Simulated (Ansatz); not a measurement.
# InSb: pressure against volume

A database entry relaxed whole under r2SCAN (F-43m):

```
In Sb
1.0
     0.00000    3.27907    3.27907
     3.27907    0.00000    3.27907
     3.27907    3.27907    0.00000
In Sb
1 1
Direct
  0.00000 0.00000 0.00000
  0.25000 0.25000 0.25000
```

The cell was scaled uniformly, its shape held, and the atoms relaxed at each volume with plane-wave PAW DFT (Ansatz 0.2.0; r2SCAN, 500 eV, 9×9×9 Γ-centred mesh, fermi-dirac occupations of width 0.100 eV; no spin, no spin-orbit coupling). One row is withheld.

| volume (Å³/atom) | energy over the lowest (meV/atom) | pressure (GPa) |
| --- | --- | --- |
| 33.142 | 19.1 | 3.10 |
| 33.847 | 8.1 | 1.94 |
| 34.552 | ? | ? |
| 35.258 | 0.0 | 0.00 |
| 35.963 | 1.9 | -0.82 |
| 36.668 | 7.1 | -1.55 |
| 37.373 | 15.4 | -2.20 |

**Question.** Fit the pressures of the other rows to the third-order Birch-Murnaghan form.

**Answer.** With f = [(V₀/V)^(2/3) − 1]/2 and P = 3B₀f(1 + 2f)^(5/2)[1 + 3(B₀′ − 4)f/2], least squares gives V₀ = 35.26 Å³ an atom, B₀ = 43.3 GPa and B₀′ = 4.7; the rows miss the fit by less than 0.01 GPa. The slope of the energies differs from these pressures by less than 0.05 GPa.

**Question.** What does the withheld row hold?

**Answer.** The fit gives 0.92 GPa at 34.552 Å³; the run gave 0.92 GPa and 1.9 meV an atom.

Caveats: the shape of the cell was held; 0 K, fixed nuclei; the symmetry was kept, and this need not be the phase that is stable at 0 K; one mesh for all volumes; pressure is positive in compression.
